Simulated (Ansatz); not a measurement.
# Lu: strain and displacement

```yaml
crystal:
  lattice:
    - [3.50990, 0.00000, 0.00000]
    - [-1.75495, 3.03966, 0.00000]
    - [0.00000, 0.00000, 5.56660]
  atoms:
    - { symbol: Lu, position: [0.33333, 0.66667, 0.25000] }
    - { symbol: Lu, position: [0.66667, 0.33333, 0.75000] }
```

Atoms are numbered in the order listed.

The geometry is COD entry 1538083, unchecked; take it as a test cell.

Spin–orbit coupling is left out, though it moves levels of the heavy atoms by tenths of an eV or more.

Level of theory: DFT, PBEsol, all-electron LAPW, scalar-relativistic in Ansatz 0.2.0.

Sampling and basis: a Γ-centred 13×13×8 k mesh, Fermi–Dirac smearing of 0.03 eV, basis error target 0.5 meV/atom, no spin polarisation.

The unchanged cell is at -3.38 GPa.

In a metal, stresses and small energies carry noise from the k mesh.

x, y and z are the Cartesian axes of the cell as listed; fractional coordinates follow a strain, and an engineering shear is twice the off-diagonal strain component.

Question: One change gave: energy change under 1 meV/atom; stress change (xx, yy, zz, yz, xz, xy) 0.01, 0.01, 0.01, 0.28, 0.28, 0.31 GPa, compression positive; change of the force on Lu2 (-0.012, 0.000, -0.001) eV/Å. Which change was it?
A. equal xy, yz and zx engineering shear strains of -1 %
B. equal xy, yz and zx engineering shear strains of +2 %
C. equal xy, yz and zx engineering shear strains of +1 %
D. equal xy, yz and zx engineering shear strains of -2 %

Answer: A. For equal xy, yz and zx engineering shear strains of -2 %: energy change +3 meV/atom; stress change (xx, yy, zz, yz, xz, xy) 0.02, 0.03, 0.06, 0.57, 0.56, 0.63 GPa, compression positive; change of the force on Lu2 (-0.027, -0.001, -0.005) eV/Å. For equal xy, yz and zx engineering shear strains of +1 %: energy change under 1 meV/atom; stress change (xx, yy, zz, yz, xz, xy) 0.01, 0.01, 0.01, -0.28, -0.28, -0.31 GPa, compression positive. For equal xy, yz and zx engineering shear strains of +2 %: energy change +3 meV/atom; stress change (xx, yy, zz, yz, xz, xy) 0.03, 0.03, 0.06, -0.55, -0.55, -0.61 GPa, compression positive; change of the force on Lu1 (-0.017, 0.000, 0.004) eV/Å.
